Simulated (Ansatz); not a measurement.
Trial structure of MnH4, not yet relaxed:

```cif
data_structure
_symmetry_space_group_name_H-M 'P-3m1'
_symmetry_Int_Tables_number 164
_cell_length_a 2.4172
_cell_length_b 2.4172
_cell_length_c 7.7725
_cell_angle_alpha 90.000
_cell_angle_beta 90.000
_cell_angle_gamma 120.000
_cell_volume 39.33
loop_
_atom_site_label
_atom_site_type_symbol
_atom_site_symmetry_multiplicity
_atom_site_Wyckoff_symbol
_atom_site_fract_x
_atom_site_fract_y
_atom_site_fract_z
_atom_site_occupancy
Mn1 Mn 1 a 0.00000 0.00000 0.00000 1
H1 H 2 d 0.33333 0.66667 0.86586 1
H2 H 2 d 0.33333 0.66667 0.37680 1
```

Method: DFT PBE, scalar-relativistic, plane waves, PAW in Ansatz 0.2.0. Plane waves to 420 eV, a k mesh through Γ of 12×12×2 on the computed 5-atom cell and Gaussian smearing (0.10 eV); collinear spin from starting moments 4.0 0.0 0.0 0.0 0.0 μB.

The zero of energy is the elements' standard structures at the same level (H₂ as a molecule); no fitted shifts are applied.

Task: What does a single point on this coarse mesh give?

Result: The pressure is -0.2 GPa (the mean over three directions, positive in compression), the largest force is 0.42 eV/Å, and the energy is +0.94 eV/atom against the elements. The shortest distance is 1.74 Å.

Task: How much does it gain on relaxing, and where does it end?

Result: Relaxing gains about 0.55 eV/atom (the start's value is from the coarse mesh, so the gain is rough) in 27 ionic steps and ends at +0.39 eV/atom on the finer mesh. The symmetry stays P-3m1 (No. 164). The volume per atom grows by 12.7 %, from 7.9 to 8.9 Å³. The shortest distance goes from 1.74 Å (Mn–H) to 1.40 Å (H–H). The ratio c/a of the conventional cell changes by a factor of 1.11. Conventional cell: a = 2.428 Å, c = 8.684 Å. Around Mn lie 6 H at 1.74 Å and 6 Mn at 2.43 Å; around H on its first site lie 3 Mn at 1.74 Å; H on its second site is surrounded by 3 H at 1.40 Å (long contacts).

The last run used collinear spin, an 18×18×6 mesh (in the run's order of axes) for its 5-atom cell and Gaussian smearing of 0.10 eV. Weakly bound directions are ill-defined at this level, which has no dispersion term. With hydrogen, zero-point motion can shift formation energies by some tens of meV/atom. The magnetic state reached may not be the lowest. The relaxation can't lower the symmetry of the start. A structure relaxed within its symmetry needn't be a true minimum. Another cell of MnH4 relaxed alike, in P4/mmm, lies 175 meV/atom lower, so this cell isn't the stable form at this level.
